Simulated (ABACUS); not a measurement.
A self-consistent single point of Ag (Fm-3m, 1 atom in the cell; from Materials Project mp-124, changed as shown).

```yaml
crystal:
  lattice:
    - [0.00000, 2.02302, 2.02302]
    - [2.02302, 0.00000, 2.02302]
    - [2.02302, 2.02302, 0.00000]
  atoms:
    - { symbol: Ag, position: [0.00000, 0.00000, 0.00000] }
```

Computed with PBE, PseudoDojo 0.5 standard norm-conserving PBE (tails mended) pseudopotentials (plane waves; ABACUS).

ABACUS settings:

KPT: Gamma 11 11 11 0 0 0
basis_type: pw
ecutwfc: 82 Ry
smearing_method: gaussian
smearing_sigma: 0.00734986 Ry
potentials: PseudoDojo 0.5 standard norm-conserving PBE (tails mended)
symmetry: 1
symmetry_prec: 1e-05
ks_solver: dav
scf_nmax: 100
scf_thr: 1.0e-09 Ry
mixing_type: broyden

Results:

Number of valence electrons: 19
Number of bands: 20
Number of k-points after the program's reduction: 56
Number of plane waves (most at a k-point): 1412
Number of SCF iterations: 8
FFT grid: 32 × 32 × 32
Free energy E − TS: -4218.2597 eV
Fermi level (on the code's own zero): 18.34 eV
Pressure: 7.85 GPa

Stress (GPa, positive for compression):
```
7.85  0.00  0.00
0.00  7.85  0.00
0.00  0.00  7.85
```

For comparison: a first run was changed to give this one (volume scaled by 0.99), and from it to this one the free energy goes up by 7.7 meV/atom and the pressure goes from 6.51 to 7.85 GPa.

The structure comes from a collection of computed structures, made at another level of theory; the collection holds predicted forms beside known ones. Its lattice was then scaled. No clean gap shows at this smearing width and mesh (spacing up to 0.24 Å⁻¹); the mesh is coarse for partly filled bands, so the values carry mesh errors.

Cost on one core: around 25 core-seconds (rough).

“Tails mended”: in these copies of the files the far tail of each local potential was reset to the Coulomb form.
